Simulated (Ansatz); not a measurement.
Consider the following.

YSb:
```cif
data_Sb4Y4
_chemical_formula_sum 'Y4 Sb4'
_space_group_name_H-M_alt 'Fm-3m'
_space_group_IT_number 225
_space_group_name_Hall '-F 4 2 3'
_cell_length_a 6.06034
_cell_length_b 6.06034
_cell_length_c 6.06034
_cell_angle_alpha 90.000
_cell_angle_beta 90.000
_cell_angle_gamma 90.000
loop_
_atom_site_label
_atom_site_type_symbol
_atom_site_symmetry_multiplicity
_atom_site_Wyckoff_symbol
_atom_site_fract_x
_atom_site_fract_y
_atom_site_fract_z
_atom_site_occupancy
Y1 Y 4 b 0.50000 0.50000 0.50000 1
Sb1 Sb 4 a 0.00000 0.00000 0.00000 1
```
(The calculation used a cell of 2 atoms; values per cell refer to that cell.)

This is the LDA-relaxed structure.

Problem. All from plane-wave PAW LDA (Ansatz code), unless another level is named. Give the Poisson's ratio.

Solution. 0.26.

Problem. Give the elastic constants (relaxed ions, GPa).

Solution. C11 = 175, C12 = 17.4, C44 = 24.1.

Problem. Give the highest zone-centre frequency.

Solution. 174 cm^-1.

The workflow started from a Materials Project entry (that database holds measured and hypothetical structures alike); the Crystallography Open Database files this formula in space group No. 225, but the cells were not matched. Its standing as an ambient phase is unchecked. The LDA relaxation kept the symmetry of its start; of distortions, only those at the zone centre were tested. The run is not spin-polarised. As this level gives no gap, shear constants depend on the k-mesh and smearing (Fermi–Dirac, 0.1 eV here). As this level gives no gap, phonon frequencies hold no LO–TO term and depend on the k-mesh and smearing (Fermi–Dirac, 0.1 eV here). Spin–orbit coupling is left out wherever it is not named.

Potentials: the later of the program's two PAW sets.
